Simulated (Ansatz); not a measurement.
TaRu (rock salt), relaxed with PBEsol (Ansatz, an electronic-structure program, plane waves, PAW): a = 5.147 Å, b = 5.147 Å, c = 5.147 Å, α = 90.00°, β = 90.00°, γ = 90.00°.

* **ΔH_f (eV/atom)**: 0.40
* **B₀ by P(V) fit (GPa)**: 218

### Question
The same phase is relaxed and computed with r²SCAN in the same code. What are the cell and these values now?

### Answer
a = b = c = 5.1686 Å, α = β = γ = 90.00°.

ΔH_f (eV/atom): 0.33
B₀ by P(V) fit (GPa): 214

Typed or built starts, not in the databases checked: TaRu, rock salt. Unstable at this level: TaRu, rock salt with PBEsol; TaRu, rock salt with r²SCAN. All cells were relaxed under the symmetry of their starts (and spin orders); stability against distortions was not tested throughout. Rows with no word on spin ran without spin polarisation. Scalar-relativistic: spin–orbit coupling is off unless named, which matters more the heavier the elements.

Potentials: the later of the program's two PAW sets.

Ansatz is a plane-wave DFT program.

Formation energies count from the lowest solids of the elements computed at the same level, not from gases.
